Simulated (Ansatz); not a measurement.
CdSe:
```
CELL_PARAMETERS angstrom
      0.00000     3.04090     3.04090
      3.04090     0.00000     3.04090
      3.04090     3.04090     0.00000
ATOMIC_POSITIONS crystal
  Se 0.75000 0.75000 0.75000
  Cd 0.00000 0.00000 0.00000
```

Relaxed with PBEsol. Special points in fractions of this cell's reciprocal vectors: Γ (0.000, 0.000, 0.000); X (0.500, 0.000, 0.500); U (0.625, 0.250, 0.625); K (0.375, 0.375, 0.750); L (0.500, 0.500, 0.500); W (0.500, 0.250, 0.750).

Task: List the band energies nearest the valence-band maximum at these points for PBEsol in the plane-wave PAW code Ansatz.

Result: In eV from the valence-band maximum; about four levels below and three above (degenerate sets whole), none deeper than 8.9 eV; … stands for higher levels left out; points with the same levels are listed once.

```
k                       below           above
-  --------------------------  --------------
Γ  -7.53 -7.53 0.00 0.00 0.00          0.48 …
X     -7.17 -4.12 -1.87 -1.87  3.01 3.69 8.95
U     -7.08 -4.06 -2.56 -1.53  3.61 5.08 8.12
L     -7.23 -4.44 -0.76 -0.76  2.29 6.38 6.38
W     -7.04 -4.03 -2.26 -2.25  4.99 5.10 6.37
```

Space group F-43m (zinc blende). The cell was relaxed with PBEsol under the symmetry of its start. Spin–orbit coupling is left out wherever it is not named.

Potentials: the later of the program's two PAW sets.
